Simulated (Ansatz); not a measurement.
A crystal relaxed with r2SCAN in the plane-wave code Ansatz has space group I-4m2 (No. 119) and a = 3.428 Å, c = 14.250 Å.

```json
{"atom": "Xx", "site": "4e", "x": "0.0000", "y": "0.0000", "z": "0.1786"}
{"atom": "Ga", "site": "2c", "x": "0.0000", "y": "0.5000", "z": "0.2500"}
{"atom": "Ga", "site": "4f", "x": "0.5000", "y": "0.0000", "z": "0.3959"}
{"atom": "P", "site": "2b", "x": "0.5000", "y": "0.5000", "z": "0.0000"}
```

With r2SCAN the valence top lies at S and the conduction bottom at Γ, 0.20 eV higher; the smallest vertical gap, at Γ, is 0.38 eV. HSE06 gives an indirect gap of 0.73 eV, from S to Γ; the least direct gap is 0.93 eV at Γ. Meshes: r2SCAN 10×10×10, HSE06 6×6×6.

**Question.** Which element is Xx?
A. Sb
B. N
C. Bi
D. As

**Answer.** B. Xx is N: an ordered 6-atom cell of Ga3PN2 on the zincblende lattice (I-4m2). N has 4 Ga at 1.99–2.02 Å; Ga has 4 N at 1.99 Å; Ga has 2 N at 2.02 Å and 2 P at 2.27 Å; P has 4 Ga at 2.27 Å.

The calculation is spin-unpolarised, and the structure need not be a phase that has been made.
